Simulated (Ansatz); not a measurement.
## Calculated ⁴⁷Ti nuclear quadrupole resonance for TiC under strain

Cell: a COD entry, relaxed with PBE at fixed cell and then changed (z stretched by 3 %, ions relaxed).

```
Ti C
1.0
     0.00000    2.16400    2.22892
     2.16400    0.00000    2.22892
     2.16400    2.16400    0.00000
Ti C
1 1
Direct
  0.00000 0.00000 0.00000
  0.50000 0.50000 0.50000
```

Sites (sets of like atoms) are named by element and the number of their first atom in this list.

All values are calculated (Ansatz; DFT, PBE, plane waves and PAW, scalar-relativistic, 420 eV cutoff, Γ-centred 18×18×18 k-points, Fermi–Dirac smearing 0.05 eV), not measured.

⁴⁷Ti: I = 5/2, Q = 302.0 mb (year-2017 value). Static lattice, zero field.

Question: At which frequencies do the ⁴⁷Ti NQR lines lie?

Answer: For I = 5/2 and η = 0 the lines are 3|C_Q|/20 and twice that; η pulls their ratio below 2.

```tsv
site	atoms	V_zz (10²¹ V/m²)	C_Q (MHz)	η	line frequencies (MHz)
Ti	1	2.47	18.1	0.00	2.71, 5.42
```

Question: And for ⁴⁹Ti (I = 7/2, Q = 247.0 mb) on Ti?

Answer: C_Q scales with Q to 14.8 MHz, with lines at 1.06, 2.11, 3.17 MHz.

An axis of threefold or higher order runs through Ti, so V_zz lies along it and η is zero.

With no gap above 0.1 eV, as in a metal, the gradients converge slowly in k; expect changes of a tenth or more on a denser mesh. At this changed cell the PBE pressure is -6 GPa.

The relaxation (1 step) took 6.5 s of wall time (6.4 s of CPU time) and 0.48 GiB at its peak, on 1 thread of Intel Xeon 6975P-C (Granite Rapids) (x86_64; 16 cores open to the job, memory cap 3.0 GiB, no GPU), a shared host with a load of 0.5 a core.
